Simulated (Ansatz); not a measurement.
Relaxed-ion elastic tensor of B (bcc (W type), space group No. 229) in GPa (Voigt order), DFT-r²SCAN in the program Ansatz with PAW potentials; density 2.97 g/cm³, 6.03 Å³ per atom.

```
 -211    469    469    0.0    0.0    0.0
  469   -211    469    0.0    0.0    0.0
  469    469   -211    0.0    0.0    0.0
  0.0    0.0    0.0  -93.3    0.0    0.0
  0.0    0.0    0.0    0.0  -93.3    0.0
  0.0    0.0    0.0    0.0    0.0  -93.3
```

Question: Is the crystal mechanically stable?

Answer: No: the smallest eigenvalue of C is -680 GPa.

Space group Im-3m (bcc (W type)). A made-up cell: these elements were put on the sites of a structure type; neither database checked (COD, Materials Project) lists it. It is not the phase usual at ambient conditions (space group No. 166). Symmetry was held in the r²SCAN relaxation. At this level the phase is mechanically unstable. As this level gives no gap, shear constants depend on the k-mesh and smearing (Fermi–Dirac, 0.1 eV here).

Potentials: the later of the program's two PAW sets.
